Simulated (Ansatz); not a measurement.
TaNO in space group P2_1 (No. 4; Pearson symbol mP12), r²SCAN (plane waves, PAW; program Ansatz), all energies at zero smearing, with the estimated change up to a 700 eV cutoff added, with one set of potentials and settings (totals compare only within such a set). Cell of 12 atoms (4 Ta, 4 N, 4 O): -43608.320 eV.

```json
[
 {"element": "Ta", "reference phase": "Im-3m, 1 atoms in the cell", "E (eV/atom)": "-9945.1755"},
 {"element": "N", "reference phase": "Pa-3, 8 atoms in the cell", "E (eV/atom)": "-384.8341"},
 {"element": "O", "reference phase": "C2/m, 4 atoms in the cell, spin-polarised", "E (eV/atom)": "-566.0346"}
]
```

Formation energy per atom, worked out: (-43608.320 − 4×(-9945.1755) − 4×(-384.8341) − 4×(-566.0346))/12 = -2.012 eV/atom (-194 kJ per mol of atoms), at 0 K, without zero-point energy or fitted corrections.

The start of the workflow was typed in or built on a structure type; neither database checked (COD, Materials Project) lists it. COD files the formula under space group No. 12, 14, 191, so this cell is another polymorph or a model. Its standing as an ambient phase is unchecked. Symmetry was held in the r²SCAN relaxation; its stability against distortions is not shown here. The run is not spin-polarised. The references are the lowest solids computed at this level, not always the standard phases (solids in place of the gases). Scalar-relativistic: spin–orbit coupling is off unless named, which matters more the heavier the elements.

Potentials: the earlier of the program's two PAW sets.
